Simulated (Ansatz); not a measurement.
Al$_{2}$Cu (Al2Cu type, space group I4/mcm)

```cif
data_Al8Cu4
_chemical_formula_sum 'Al8 Cu4'
_space_group_name_H-M_alt 'I4/mcm'
_space_group_IT_number 140
_space_group_name_Hall '-I 4 2c'
_cell_length_a 6.05949
_cell_length_b 6.05949
_cell_length_c 4.87450
_cell_angle_alpha 90.000
_cell_angle_beta 90.000
_cell_angle_gamma 90.000
loop_
_atom_site_label
_atom_site_type_symbol
_atom_site_symmetry_multiplicity
_atom_site_Wyckoff_symbol
_atom_site_fract_x
_atom_site_fract_y
_atom_site_fract_z
_atom_site_occupancy
Al1 Al 8 h 0.34172 0.15828 0.00000 1
Cu1 Cu 4 a 0.00000 0.00000 0.25000 1
```
(The calculation used a cell of 6 atoms; values per cell refer to that cell.)

E(V) scan at fixed shape, V₀ the volume above. The atoms relax within the cell's symmetry.

The numbers are results of PBE (plane waves to 420 eV, PAW, scalar-relativistic; Ansatz, a program for electronic structure), not measurements. k mesh 13×13×13 (Γ-centred), Fermi-Dirac smearing 0.05 eV. Energies are smeared free energies. Compression counts positive. Al2Cu is run without spin polarisation. Al2Cu was relaxed with its symmetry unable to fall. The zero of ΔE is the relaxed starting cell.

### Question
Estimate the ΔE (meV/atom) and P (GPa) for V/V₀ = 0.940, 0.980, 0.990, 1.010, 1.050, 1.060.

### Answer
| V/V₀ | ΔE (meV/atom) | P (GPa) |
|---|---|---|
| 0.940 | 19 | 7.1 |
| 0.980 | 2 | 2.1 |
| 0.990 | 0 | 1.0 |
| 1.010 | 0 | -1.0 |
| 1.050 | 11 | -4.4 |
| 1.060 | 15 | -5.1 |

(Under strain, the slope of the energy per volume gives the stress and its curvature an elastic modulus.)
